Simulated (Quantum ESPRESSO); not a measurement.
## GaAlZnSiN4 (input and log of a self-consistent run)

Simulated, not a measurement. The program is pw.x of Quantum ESPRESSO 7.5 (plane-wave density functional theory). The cell is made up: 8 atoms on a wurtzite lattice, with randomly drawn elements, strain and displacements, not relaxed. PseudoDojo standard norm-conserving files (v0.5 for PBE, v0.4.1 for LDA and PBEsol) set the functional; there is no spin polarisation, spin-orbit coupling or dispersion term, and the masses in the input are unused placeholders.

Input:

```
&control calculation='scf', pseudo_dir='./dojo.nc.sr.pbe.v0_5.standard.upf', outdir='./o', disk_io='low', tprnfor=.true., tstress=.true. /
&system ibrav=0, nat=8, ntyp=5, nbnd=36, ecutwfc=84.00895049, nosym=.true., tot_charge=0,
 occupations='smearing', smearing='fd', degauss=0.0018374661
/
&electrons conv_thr=7.350e-09, electron_maxstep=60, /
ATOMIC_SPECIES
Al 1.0 Al.upf
Ga 1.0 Ga.upf
N 1.0 N.upf
Si 1.0 Si.upf
Zn 1.0 Zn.upf
CELL_PARAMETERS angstrom
3.2309 -0.0098 -0.0286
-0.0169 5.5982 0.0268
-0.0466 0.0252 5.1882
ATOMIC_POSITIONS angstrom
Ga 0.0263 -0.0133 0.0082
Al 1.6387 2.7914 0.0058
Zn 1.6102 0.916 2.5902
Si -0.0056 3.7512 2.6077
N -0.023 0.02 1.9516
N 1.5459 2.8556 1.955
N 1.5747 0.9516 4.5055
N -0.0811 3.768 4.5407
K_POINTS automatic
5 4 4 1 1 1
```

The log is shortened where brackets say so; the opening notice, blank lines, dates and the lines on written files are dropped, and the path of the files is cut. It prints rydbergs, bohrs and kilobars, and counts compression as positive stress. With no partly filled state, the Fermi energy that it prints is only some level between the filled and the empty states on the mesh, and need not lie in the true gap.

```
     Program PWSCF v.7.5
     Parallel version (MPI & OpenMP), running on       4 processor cores
     Number of MPI processes:                 4
     Threads/MPI process:                     1
     [start-up lines left out]
     bravais-lattice index     =            0
     lattice parameter (alat)  =       6.1058  a.u.
     unit-cell volume          =     633.1939 (a.u.)^3
     number of atoms/cell      =            8
     number of atomic types    =            5
     number of electrons       =        60.00
     number of Kohn-Sham states=           36
     kinetic-energy cutoff     =      84.0090  Ry
     charge density cutoff     =     336.0358  Ry
     scf convergence threshold =      7.3E-09
     mixing beta               =       0.7000
     number of iterations used =            8  plain     mixing
     Exchange-correlation= PBE
                           (   1   4   3   4   0   0   0)
     [axes and pseudopotential details left out]
   Cartesian axes
     site n.     atom                  positions (alat units)
         1        Ga     tau(   1) = (   0.0081398  -0.0041163   0.0025379  )
         2        Al     tau(   2) = (   0.5071739   0.8639320   0.0017951  )
         3        Zn     tau(   3) = (   0.4983532   0.2834999   0.8016610  )
         4        Si     tau(   4) = (  -0.0017332   1.1609879   0.8070772  )
         5        N      tau(   5) = (  -0.0071184   0.0061900   0.6040158  )
         6        N      tau(   6) = (   0.4784525   0.8838017   0.6050681  )
         7        N      tau(   7) = (   0.4873661   0.2945180   1.3944420  )
         8        N      tau(   8) = (  -0.0251003   1.1661875   1.4053364  )
     number of k points=    40  Fermi-Dirac smearing, width (Ry)=  0.0018
                       cart. coord. in units 2pi/alat
        k(    1) = (   0.1009170   0.0720740   0.0784023), wk =   0.0500000
        k(    2) = (   0.1022931   0.0713327   0.2341101), wk =   0.0500000
     [further k points left out]
     Dense  grid:    65871 G-vectors     FFT dimensions: (  36,  64,  60)
     Estimated max dynamical RAM per process >     133.48 MB
     Estimated total dynamical RAM >     485.67 MB
     Initial potential from superposition of free atoms
     starting charge      59.9941, renormalised to      60.0000
     Starting wfcs are   43 randomized atomic wfcs
     total cpu time spent up to now is        2.1 secs
     per-process dynamical memory:    98.0 Mb
     Self-consistent Calculation
     iteration #  1     ecut=    84.01 Ry     beta= 0.70
     Davidson diagonalization with overlap
     ethr =  1.00E-02,  avg # of iterations =  3.0
     total cpu time spent up to now is        4.8 secs
     total energy              =    -666.49775335 Ry
     estimated scf accuracy    <       2.09527770 Ry
     iteration #  2     ecut=    84.01 Ry     beta= 0.70
     Davidson diagonalization with overlap
     ethr =  3.49E-03,  avg # of iterations =  3.6
     total cpu time spent up to now is        7.5 secs
     total energy              =    -667.01293729 Ry
     estimated scf accuracy    <       2.43004375 Ry
     iteration #  3     ecut=    84.01 Ry     beta= 0.70
     Davidson diagonalization with overlap
     ethr =  3.49E-03,  avg # of iterations =  2.0
     total cpu time spent up to now is       10.0 secs
     total energy              =    -667.43714457 Ry
     estimated scf accuracy    <       0.10101515 Ry
     iteration #  4     ecut=    84.01 Ry     beta= 0.70
     Davidson diagonalization with overlap
     ethr =  1.68E-04,  avg # of iterations =  3.5
     total cpu time spent up to now is       12.7 secs
     total energy              =    -667.46451058 Ry
     estimated scf accuracy    <       0.00546135 Ry
     iteration #  5     ecut=    84.01 Ry     beta= 0.70
     Davidson diagonalization with overlap
     ethr =  9.10E-06,  avg # of iterations =  7.8
     total cpu time spent up to now is       15.9 secs
     total energy              =    -667.46539330 Ry
     estimated scf accuracy    <       0.00443939 Ry
     [iterations 6 to 8 left out]
     iteration #  9     ecut=    84.01 Ry     beta= 0.70
     Davidson diagonalization with overlap
     ethr =  3.51E-08,  avg # of iterations =  3.2
     total cpu time spent up to now is       25.1 secs
     total energy              =    -667.46601774 Ry
     estimated scf accuracy    <       0.00000367 Ry
     iteration # 10     ecut=    84.01 Ry     beta= 0.70
     Davidson diagonalization with overlap
     ethr =  6.12E-09,  avg # of iterations =  2.0
     total cpu time spent up to now is       27.2 secs
     total energy              =    -667.46601762 Ry
     estimated scf accuracy    <       0.00000164 Ry
     iteration # 11     ecut=    84.01 Ry     beta= 0.70
     Davidson diagonalization with overlap
     ethr =  2.73E-09,  avg # of iterations =  2.0
     total cpu time spent up to now is       29.4 secs
     total energy              =    -667.46601774 Ry
     estimated scf accuracy    <       0.00000017 Ry
     iteration # 12     ecut=    84.01 Ry     beta= 0.70
     Davidson diagonalization with overlap
     ethr =  2.92E-10,  avg # of iterations =  3.1
     total cpu time spent up to now is       31.9 secs
     total energy              =    -667.46601780 Ry
     estimated scf accuracy    <       0.00000002 Ry
     iteration # 13     ecut=    84.01 Ry     beta= 0.70
     Davidson diagonalization with overlap
     ethr =  3.48E-11,  avg # of iterations =  2.0
     total cpu time spent up to now is       34.1 secs
     End of self-consistent calculation
          k = 0.1009 0.0721 0.0784 (  8214 PWs)   bands (ev):
  -114.6325 -68.8568 -68.8176 -68.7906  -7.0652  -5.6421  -5.2562  -5.0914
    -4.3078  -4.2719  -4.2077  -3.7103  -3.1781   1.6239   2.6951   3.3116
     3.6618   3.8330   4.0712   4.1489   4.4969   4.8475   5.3065   6.2169
     6.4249   7.4085   7.8033   8.2803   8.7383   9.2460  11.3252  12.7262
    13.7017  14.3806  15.3320  16.0886
     [levels at the other k points left out]
     the Fermi energy is    10.3043 ev
!    total energy              =    -667.46601780 Ry
     estimated scf accuracy    <          4.8E-09 Ry
     smearing contrib. (-TS)   =       0.00000000 Ry
     internal energy E=F+TS    =    -667.46601780 Ry
     The total energy is F=E-TS. E is the sum of the following terms:
     one-electron contribution =    -486.52091127 Ry
     hartree contribution      =     278.24703571 Ry
     xc contribution           =    -116.68485018 Ry
     ewald contribution        =    -342.50729205 Ry
     convergence has been achieved in  13 iterations
     Forces acting on atoms (cartesian axes, Ry/au):
     atom    1 type  2   force =    -0.00756138    0.05252629   -0.01045015
     atom    2 type  1   force =    -0.02275399   -0.04158686   -0.03620896
     atom    3 type  5   force =    -0.00323907   -0.01098785   -0.00804788
     atom    4 type  4   force =    -0.01993884    0.08041261    0.00092918
     atom    5 type  3   force =     0.00702550   -0.15562175    0.01383065
     atom    6 type  3   force =     0.01492048    0.08801731    0.01790355
     atom    7 type  3   force =     0.00623247    0.04334730    0.09096745
     atom    8 type  3   force =     0.02531482   -0.05610706   -0.06892383
     Total force =     0.255001     Total SCF correction =     0.000191
     Computing stress (Cartesian axis) and pressure
          total   stress  (Ry/bohr**3)                   (kbar)     P=     -110.60
  -0.00085703   0.00006882   0.00009556         -126.07       10.12       14.06
   0.00006882  -0.00095080   0.00006644           10.12     -139.87        9.77
   0.00009556   0.00006644  -0.00044767           14.06        9.77      -65.85
     init_run     :      1.99s CPU      2.06s WALL (       1 calls)
     electrons    :     31.84s CPU     31.98s WALL (       1 calls)
     forces       :      0.39s CPU      0.39s WALL (       1 calls)
     stress       :      1.31s CPU      1.31s WALL (       1 calls)
     [timing details left out]
     PWSCF        :     35.62s CPU     35.85s WALL
     JOB DONE.
```

In other units: free energy -9081.338 eV for the cell, pressure -11.06 GPa, largest force component 4.001 eV/Å. A rerun of a related cell, with the same atoms placed differently, at 1437 eV and a 7 x 6 x 6 mesh moved values by no more than 0.006 eV in energy, 0.07 GPa in stress and 0.007 eV/Å in force.